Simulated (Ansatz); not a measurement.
Ansatz (a program for electronic structure) input:

Ansatz 0.2 input:
```yaml
crystal:
  lattice:
    - [3.0993934346, 0.0, 0.0]
    - [-1.5496967173, 2.6841534507, 0.0]
    - [0.0, 0.0, 12.5339497397]
  atoms:
    - { symbol: Ge, position: [0.6666666667, 0.3333333333, 0.25] }
    - { symbol: Ge, position: [0.3333333333, 0.6666666667, 0.75] }
    - { symbol: Mo, position: [0.6666666667, 0.3333333333, 0.9104095224] }
    - { symbol: Mo, position: [0.3333333333, 0.6666666667, 0.0895904776] }
    - { symbol: Mo, position: [0.3333333333, 0.6666666667, 0.4104095224] }
    - { symbol: Mo, position: [0.6666666667, 0.3333333333, 0.5895904776] }
    - { symbol: C, position: [0.0, 0.0, 0.0] }
    - { symbol: C, position: [0.0, 0.0, 0.5] }
kpoints:
  mp_grid: { grid: [22, 22, 5] }
hamiltonian:
  xc: pbesol
  pseudopotentials: { azcp: { folder: ./paw }, kind: paw }
scf:
  occupations: { method: fermi_dirac, width: 0.1 }
elastic: { mode: relaxed_ion, stencil: two_point, amplitude: 0.005, f_tol: 0.0005 }
```

Output (shortened):

```
Pseudopotential: Ge, paw, valence charge 14
Pseudopotential: Mo, paw, valence charge 14
Pseudopotential: C, paw, valence charge 4
Functional definition: PBEsol
Crystal: 8 atoms, lattice volume = 104.273 Å³
Basis set: ecut = 420 eV, 2009 PW (Γ), exchange–correlation on 48×48×180 points (8 copies of the dense FFT grid, shifted against one another)
Bands: 56, of which v1, the nominal top of the filled ones, is band 46 counted from 1 (45 counted from 0)
Symmetry: 24 space group operations
Space group: P63/mmc (ITA 194), of the structure as read, at distance tolerance 4.7e-5 Å
k-points: 156 of 2420
the search or the solves at the SCF's close seem to have found levels that the self-consistency loop had missed (the run counts 1) …
SCF 1 converged in 14 iterations: F = -28591.732394 eV  dr2 = 1.97e-14
relax step   1: F+E_penalty+E_count = -28591.73239449 eV  Δ(F+E_penalty+E_count) = +0.000e0 eV  max|allowed force component| = 8.279e-3 eV/Å  Δτ_max = 0.0000 Å  (14 SCF iters, accepted)
Crystal: 8 atoms, lattice volume = 104.273 Å³
SCF 2 converged in 11 iterations: F = -28591.732400 eV  dr2 = 1.53e-14
relax step   2: F+E_penalty+E_count = -28591.73239962 eV  Δ(F+E_penalty+E_count) = -5.121e-6 eV  max|allowed force component| = 1.684e-3 eV/Å  Δτ_max = 0.0004 Å  (11 SCF iters, accepted)
Crystal: 8 atoms, lattice volume = 104.273 Å³
SCF 3 converged in 8 iterations: F = -28591.732400 eV  dr2 = 6.40e-15
relax step   3: F+E_penalty+E_count = -28591.73239984 eV  Δ(F+E_penalty+E_count) = -2.211e-7 eV  max|allowed force component| = 1.071e-6 eV/Å  Δτ_max = 0.0001 Å  (8 SCF iters, accepted)
Crystal: 8 atoms, lattice volume = 104.273 Å³
SCF 4 converged in 14 iterations: F = -28591.732400 eV  dr2 = 1.41e-17
Crystal: 8 atoms, lattice volume = 103.752 Å³
Symmetry: 8 space group operations
k-points: 399 of 2420
SCF 5 converged in 11 iterations: F = -28591.728806 eV  dr2 = 5.12e-14
relax step   1: F+E_penalty+E_count = -28591.72880634 eV  Δ(F+E_penalty+E_count) = +0.000e0 eV  max|allowed force component| = 5.638e-2 eV/Å  Δτ_max = 0.0000 Å  (11 SCF iters, accepted)
Crystal: 8 atoms, lattice volume = 103.752 Å³
SCF 6 converged in 10 iterations: F = -28591.729102 eV  dr2 = 6.39e-14
relax step   2: F+E_penalty+E_count = -28591.72910169 eV  Δ(F+E_penalty+E_count) = -2.954e-4 eV  max|allowed force component| = 5.775e-3 eV/Å  Δτ_max = 0.0027 Å  (10 SCF iters, accepted)
Crystal: 8 atoms, lattice volume = 103.752 Å³
SCF 7 converged in 8 iterations: F = -28591.729107 eV  dr2 = 3.27e-14
relax step   3: F+E_penalty+E_count = -28591.72910706 eV  Δ(F+E_penalty+E_count) = -5.368e-6 eV  max|allowed force component| = 2.528e-3 eV/Å  Δτ_max = 0.0005 Å  (8 SCF iters, accepted)
Crystal: 8 atoms, lattice volume = 103.752 Å³
SCF 8 converged in 8 iterations: F = -28591.729108 eV  dr2 = 2.39e-14
relax step   4: F+E_penalty+E_count = -28591.72910812 eV  Δ(F+E_penalty+E_count) = -1.060e-6 eV  max|allowed force component| = 2.459e-5 eV/Å  Δτ_max = 0.0002 Å  (8 SCF iters, accepted)
Crystal: 8 atoms, lattice volume = 103.752 Å³
SCF 9 converged in 9 iterations: F = -28591.729108 eV  dr2 = 1.73e-15
Crystal: 8 atoms, lattice volume = 104.794 Å³
Basis set: ecut = 420 eV, 2033 PW (Γ), exchange–correlation on 48×48×180 points (8 copies of the dense FFT grid, shifted against one another)
SCF 10 converged in 11 iterations: F = -28591.730149 eV  dr2 = 3.52e-14
relax step   1: F+E_penalty+E_count = -28591.73014882 eV  Δ(F+E_penalty+E_count) = +0.000e0 eV  max|allowed force component| = 5.540e-2 eV/Å  Δτ_max = 0.0000 Å  (11 SCF iters, accepted)
Crystal: 8 atoms, lattice volume = 104.794 Å³
SCF 11 converged in 10 iterations: F = -28591.730440 eV  dr2 = 6.67e-14
relax step   2: F+E_penalty+E_count = -28591.73044012 eV  Δ(F+E_penalty+E_count) = -2.913e-4 eV  max|allowed force component| = 1.366e-3 eV/Å  Δτ_max = 0.0030 Å  (10 SCF iters, accepted)
Crystal: 8 atoms, lattice volume = 104.794 Å³
SCF 12 converged in 8 iterations: F = -28591.730440 eV  dr2 = 2.33e-14
relax step   3: F+E_penalty+E_count = -28591.73044033 eV  Δ(F+E_penalty+E_count) = -2.028e-7 eV  max|allowed force component| = 4.304e-5 eV/Å  Δτ_max = 0.0001 Å  (8 SCF iters, accepted)
Crystal: 8 atoms, lattice volume = 104.794 Å³
SCF 13 converged in 9 iterations: F = -28591.730440 eV  dr2 = 1.13e-15
Crystal: 8 atoms, lattice volume = 103.752 Å³
SCF 14 converged in 12 iterations: F = -28591.729363 eV  dr2 = 2.02e-14
relax step   1: F+E_penalty+E_count = -28591.72936328 eV  Δ(F+E_penalty+E_count) = +0.000e0 eV  max|allowed force component| = 5.867e-2 eV/Å  Δτ_max = 0.0000 Å  (12 SCF iters, accepted)
Crystal: 8 atoms, lattice volume = 103.752 Å³
SCF 15 converged in 10 iterations: F = -28591.729625 eV  dr2 = 2.03e-14
relax step   2: F+E_penalty+E_count = -28591.72962481 eV  Δ(F+E_penalty+E_count) = -2.615e-4 eV  max|allowed force component| = 1.441e-3 eV/Å  Δτ_max = 0.0023 Å  (10 SCF iters, accepted)
Crystal: 8 atoms, lattice volume = 103.752 Å³
SCF 16 converged in 8 iterations: F = -28591.729625 eV  dr2 = 4.14e-15
relax step   3: F+E_penalty+E_count = -28591.72962497 eV  Δ(F+E_penalty+E_count) = -1.588e-7 eV  max|allowed force component| = 6.349e-6 eV/Å  Δτ_max = 0.0001 Å  (8 SCF iters, accepted)
Crystal: 8 atoms, lattice volume = 103.752 Å³
SCF 17 converged in 10 iterations: F = -28591.729625 eV  dr2 = 8.34e-18
Crystal: 8 atoms, lattice volume = 104.794 Å³
Basis set: ecut = 420 eV, 2011 PW (Γ), exchange–correlation on 48×48×180 points (8 copies of the dense FFT grid, shifted against one another)
SCF 18 converged in 12 iterations: F = -28591.729322 eV  dr2 = 1.56e-14
relax step   1: F+E_penalty+E_count = -28591.72932181 eV  Δ(F+E_penalty+E_count) = +0.000e0 eV  max|allowed force component| = 5.739e-2 eV/Å  Δτ_max = 0.0000 Å  (12 SCF iters, accepted)
Crystal: 8 atoms, lattice volume = 104.794 Å³
SCF 19 converged in 10 iterations: F = -28591.729585 eV  dr2 = 1.72e-14
relax step   2: F+E_penalty+E_count = -28591.72958497 eV  Δ(F+E_penalty+E_count) = -2.632e-4 eV  max|allowed force component| = 2.488e-3 eV/Å  Δτ_max = 0.0022 Å  (10 SCF iters, accepted)
Crystal: 8 atoms, lattice volume = 104.794 Å³
SCF 20 converged in 8 iterations: F = -28591.729585 eV  dr2 = 1.57e-14
relax step   3: F+E_penalty+E_count = -28591.72958546 eV  Δ(F+E_penalty+E_count) = -4.925e-7 eV  max|allowed force component| = 1.117e-5 eV/Å  Δτ_max = 0.0001 Å  (8 SCF iters, accepted)
Crystal: 8 atoms, lattice volume = 104.794 Å³
SCF 21 converged in 9 iterations: F = -28591.729585 eV  dr2 = 1.66e-15
Crystal: 8 atoms, lattice volume = 104.272 Å³
Basis set: ecut = 420 eV, 2017 PW (Γ), exchange–correlation on 48×48×180 points (8 copies of the dense FFT grid, shifted against one another)
Symmetry: 4 space group operations
k-points: 639 of 2420
SCF 22 converged in 10 iterations: F = -28591.731061 eV  dr2 = 2.50e-14
relax step   1: F+E_penalty+E_count = -28591.73106128 eV  Δ(F+E_penalty+E_count) = +0.000e0 eV  max|allowed force component| = 4.872e-2 eV/Å  Δτ_max = 0.0000 Å  (10 SCF iters, accepted)
Crystal: 8 atoms, lattice volume = 104.272 Å³
SCF 23 converged in 8 iterations: F = -28591.731360 eV  dr2 = 6.79e-14
relax step   2: F+E_penalty+E_count = -28591.73135984 eV  Δ(F+E_penalty+E_count) = -2.986e-4 eV  max|allowed force component| = 2.587e-2 eV/Å  Δτ_max = 0.0020 Å  (8 SCF iters, accepted)
Crystal: 8 atoms, lattice volume = 104.272 Å³
SCF 24 converged in 9 iterations: F = -28591.731476 eV  dr2 = 1.44e-14
relax step   3: F+E_penalty+E_count = -28591.73147565 eV  Δ(F+E_penalty+E_count) = -1.158e-4 eV  max|allowed force component| = 2.817e-4 eV/Å  Δτ_max = 0.0023 Å  (9 SCF iters, accepted)
Crystal: 8 atoms, lattice volume = 104.272 Å³
SCF 25 converged in 10 iterations: F = -28591.731476 eV  dr2 = 2.48e-18
Crystal: 8 atoms, lattice volume = 104.272 Å³
SCF 26 converged in 10 iterations: F = -28591.731061 eV  dr2 = 2.57e-14
relax step   1: F+E_penalty+E_count = -28591.73106128 eV  Δ(F+E_penalty+E_count) = +0.000e0 eV  max|allowed force component| = 4.872e-2 eV/Å  Δτ_max = 0.0000 Å  (10 SCF iters, accepted)
Crystal: 8 atoms, lattice volume = 104.272 Å³
SCF 27 converged in 9 iterations: F = -28591.731475 eV  dr2 = 2.86e-14
relax step   2: F+E_penalty+E_count = -28591.73147501 eV  Δ(F+E_penalty+E_count) = -4.137e-4 eV  max|allowed force component| = 2.745e-3 eV/Å  Δτ_max = 0.0043 Å  (9 SCF iters, accepted)
Crystal: 8 atoms, lattice volume = 104.272 Å³
SCF 28 converged in 8 iterations: F = -28591.731476 eV  dr2 = 3.93e-14
relax step   3: F+E_penalty+E_count = -28591.73147566 eV  Δ(F+E_penalty+E_count) = -6.447e-7 eV  max|allowed force component| = 2.128e-4 eV/Å  Δτ_max = 0.0001 Å  (8 SCF iters, accepted)
Crystal: 8 atoms, lattice volume = 104.272 Å³
SCF 29 converged in 9 iterations: F = -28591.731476 eV  dr2 = 7.14e-16
SCF converged after 14 iterations
Stability not checked: this state was not tested for a lower state beside it, because too few of the mixer's solves of this state at the end of the SCF gave a …
Free energy (F): -28591.732400 eV
Harris-Foulkes:  -28591.732400 eV  (|F-HF|=7.28e-12)
Internal energy: -28591.586342 eV  (E = F + TS)
E sigma→0 (E₀):  -28591.659371 eV
Entropy (-TS):   -0.146058 eV (-18.257 meV/atom)
Fermi energy:    18.536476 eV
--- Per-component energies (eV) ---
  E_band       = -340.641025
  E_kinetic    = 2057.073049
  E_local      = -6877.197619  (includes V_loc(G=0)·N_el)
  E_nonlocal   = 1088.179572
  E_hartree    = 2880.659084
  E_xc         = -941.503339
  E_vxc        = -1129.538037  (∫ρ·V_xc dr)
  E_paw        = -16753.584800  (= ΣΔE_a)
  E_vpaw       = -1240.476413  (= ΣTr[D̂ρ^β])
  E_aug_tail   = 0.000255  (compensation charges beyond the density's cutoff)
  E_ewald      = -10047.927821
  E_core_change = 2.715276  (= ΣΔE_core)
  E_smearing   = -0.146058  (= −TS)
  E_closure    =  0.000000  (closes the sum)
  Σ components = -28591.732400   (vs F -28591.732400, Δ=0.00e0)
--- Forces (eV/Å), atoms counted from 1 ---
  atom   1  Ge     0.00000000     0.00000000     0.00000000
  atom   2  Ge     0.00000000     0.00000000     0.00000000
  atom   3  Mo     0.00000000     0.00000000     0.00000107
  atom   4  Mo     0.00000000     0.00000000    -0.00000107
  atom   5  Mo     0.00000000     0.00000000     0.00000107
  atom   6  Mo     0.00000000     0.00000000    -0.00000107
  atom   7  C      0.00000000     0.00000000     0.00000000
  atom   8  C      0.00000000     0.00000000     0.00000000
  max |Σ_I F_I| component: 4.63e-17 eV/Å
--- Stress (GPa, compression-positive) ---
        0.195123       0.000000       0.000000
        0.000000       0.195123       0.000000
        0.000000       0.000000      -0.013058
  P = ⅓ Tr σ = 0.1257 GPa (1.257 kbar)
--- Band table (eV; the first three rows and the last of 156) ---
  k-point 0: bands = ["-42.9348", "-42.9343", "-42.8297", "-42.8293", "-17.4343", "-17.4191", "-16.8610", "-16.8610", "-16.8606", "-16.8606", "-16.8215", "-16.8045", "-16.7685", "-16.7685", "-16.7681", "-16.7681", "-6.1821", "-6.1821", "-6.1821", "-6.1821", …
  k-point 1: bands = ["-42.9347", "-42.9344", "-42.8297", "-42.8293", "-17.4329", "-17.4206", "-16.8609", "-16.8609", "-16.8606", "-16.8606", "-16.8198", "-16.8060", "-16.7685", "-16.7685", "-16.7682", "-16.7682", "-6.1821", "-6.1821", "-6.1821", "-6.1821", …
  k-point 2: bands = ["-42.9346", "-42.9345", "-42.8296", "-42.8294", "-17.4292", "-17.4245", "-16.8608", "-16.8608", "-16.8607", "-16.8607", "-16.8155", "-16.8102", "-16.7684", "-16.7684", "-16.7683", "-16.7683", "-6.1821", "-6.1821", "-6.1821", "-6.1821", …
  k-point 155: bands = ["-42.8236", "-42.8235", "-42.8176", "-42.8175", "-17.3292", "-17.3287", "-17.2946", "-17.2931", "-17.2794", "-17.2784", "-17.0447", "-17.0447", "-16.8855", "-16.8834", "-16.8681", "-16.8660", "-6.1547", "-6.1546", "-6.1454", "-6.1454", …
--- Elastic constants: 3 strain directions × 2 members + reference (group order 24) ---
  dense FFT box of the reference and of every strained cell: 24×24×90
  strains applied: 11, 33, 23; error gains …
  reference relaxed by the batch: 3 steps …
  largest displacement 3.2e-4 Å; the constants are those of the deck's cell at these positions:
  atoms:
    - { symbol: Ge, position: [0.6666666666666666, 0.3333333333333333, 0.24999999999999997] }
    - { symbol: Ge, position: [0.3333333333333333, 0.6666666666666666, 0.7499999999999999] }
    - { symbol: Mo, position: [0.6666666666666666, 0.3333333333333333, 0.9103837755363565] }
    - { symbol: Mo, position: [0.3333333333333333, 0.6666666666666666, 0.08961622446364328] }
    - { symbol: Mo, position: [0.3333333333333333, 0.6666666666666666, 0.41038377553635663] }
    - { symbol: Mo, position: [0.6666666666666666, 0.3333333333333333, 0.5896162244636433] }
    - { symbol: C, position: [0.0, 0.0, 0.0] }
    - { symbol: C, position: [0.0, 0.0, 0.49999999999999994] }
  C = ∂σ_k/∂η_j (tension-positive GPa; Voigt order 11 22 33 23 13 12):
       323.032    157.058    191.127      0.000      0.000      0.000
       157.058    323.032    191.127      0.000      0.000      0.000
       190.905    190.905    344.009      0.000      0.000      0.000
         0.000      0.000      0.000    113.623      0.000      0.000
         0.000      0.000      0.000      0.000    113.623      0.000
         0.000      0.000      0.000      0.000      0.000     82.987
  reference stress σ⁰ (GPa):     -0.195     -0.195      0.013      0.000      0.000      0.000
  moduli (Voigt/Reuss/Hill, GPa): K = 229.81/228.15/228.98   G = 92.11/88.25/90.18   E = 239.14   ν = 0.326
  mechanically stable: yes (min eigenvalue of sym C = 82.99 GPa)
  strain η (Voigt 11):  stress-route row diagonal C_11 = 323.03 GPa, energy-path curvature d²(F+E_count+ΔE)/dδ²/Ω₀ = 323.04 GPa
         δ    σ_11 (GPa)             F (eV)   n_scf  n_hpsi   n_pw
    -5.000e-3      -1.8419      -28591.7291081       9  335235   2062   relax 4 steps, max|allowed force component| 2.46e-5 eV/Å
     5.000e-3       1.3885      -28591.7304403       9  334185   2078   relax 3 steps, max|allowed force component| 4.30e-5 eV/Å
  strain η (Voigt 33):  stress-route row diagonal C_33 = 344.01 GPa, energy-path curvature d²(F+E_count+ΔE)/dδ²/Ω₀ = 344.02 GPa
         δ    σ_33 (GPa)             F (eV)   n_scf  n_hpsi   n_pw
    -5.000e-3      -1.7281      -28591.7296250      10  142927   2050   relax 3 steps, max|allowed force component| 6.35e-6 eV/Å
     5.000e-3       1.7120      -28591.7295855       9  131664   2081   relax 3 steps, max|allowed force component| 1.12e-5 eV/Å
  strain η (Voigt 23):  stress-route row diagonal C_44 = 113.62 GPa, energy-path curvature d²(F+E_count+ΔE)/dδ²/Ω₀ = 113.70 GPa
         δ    σ_23 (GPa)             F (eV)   n_scf  n_hpsi   n_pw
    -5.000e-3      -0.5681      -28591.7314757      10  571520   2063   relax 3 steps, max|allowed force component| 2.82e-4 eV/Å
     5.000e-3       0.5682      -28591.7314757       9  536175   2063   relax 3 steps, max|allowed force component| 2.13e-4 eV/Å
```

Cost: about 110 core-minutes (a rough figure) on shared cores.

Space group P6_3/mmc. The start of the workflow was typed in or built on a structure type; neither database checked (COD, Materials Project) lists it. Its standing as an ambient phase is unchecked. Symmetry was held in the PBEsol relaxation; whether a distortion lowers the energy is not shown. No spin polarisation was allowed. As this level gives no gap, shear constants depend on the k-mesh and smearing (Fermi–Dirac, 0.1 eV here). Scalar-relativistic: spin–orbit coupling is off unless named, which matters more the heavier the elements.

Potentials: the earlier of the program's two PAW sets. The files were generated under PBE; for other functionals the program regenerates the frozen cores, and for LDA and PBEsol the local potential too.

Ansatz is a plane-wave DFT program.
